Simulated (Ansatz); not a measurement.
**Sr5CaAl2O8F2: 27Al NMR of the central transition**

Cell: a Materials Project structure (computed, not necessarily an observed phase), taken as it stands.

Space group Fmm2 (No. 42); a = 9.6373, b = 11.2062, c = 9.5196 Å.

```csv
site,Wyckoff,site symmetry,x,y,z
Sr1,8b,..2,0.2500,0.7500,0.7477
Sr3,4a,mm2,0.5000,0.5000,0.8351
Sr4,8d,.m.,0.6685,0.5000,0.5001
Ca,4a,mm2,0.5000,0.5000,0.1745
Al,8c,m..,0.5000,0.7499,0.4991
O9,8c,m..,0.5000,0.3529,0.6427
O10,8c,m..,0.5000,0.3540,0.3535
O11,16e,1,0.6415,0.8528,0.5018
F,8d,.m.,0.2554,0.5000,0.2485
```

One atom of each set is listed; the run and its k-mesh use a cell of 18 atoms with edges of 7.35, 6.77, 7.39 Å.

Computed with Ansatz: DFT, PBE, plane waves and PAW, scalar-relativistic, 420 eV cutoff, Γ-centred 4×4×4 k-points, Fermi–Dirac smearing 0.02 eV.

27Al has I = 5/2 and Q = 146.6 mb (Pyykkö 2018); at 35.2 T its Larmor frequency is ν₀ = 390.8 MHz. Only the quadrupole interaction is simulated: positions count from each site's isotropic chemical shift, and J coupling is left out, as are shift anisotropy and dipolar coupling, which fast spinning averages.

(1) Give C_Q, η, the quadrupolar product P_Q = |C_Q|(1 + η²/3)^½, the second-order isotropic shift and the breadth of the pattern (fast magic-angle spinning) for each Al site.

## Answers

(1) 

| site | first shell | C_Q (MHz) | η | P_Q (MHz) | δ_QIS (ppm) | breadth (kHz) |
| --- | --- | --- | --- | --- | --- | --- |
| Al | 4 O at 1.79–1.81 Å | -5.77 | 0.25 | 5.83 | -1.34 | 1.19 |

δ_QIS = −(ν_Q²/30ν₀²)[I(I+1) − 3/4](1 + η²/3) × 10⁶ ppm with ν_Q = 3|C_Q|/[2I(2I−1)]; it falls as 1/B₀² in ppm, and the breadth as 1/B₀ in kHz.

The run took 87 s of wall time (87 s of CPU time) and 0.73 GiB at its peak, on 1 thread of Intel Xeon Platinum 8259CL CPU @ 2.50GHz (Skylake/Cascade Lake) (x86_64; 32 cores open to the job, memory cap 2.5 GiB, no GPU), a shared host with a load of 0.7 a core.
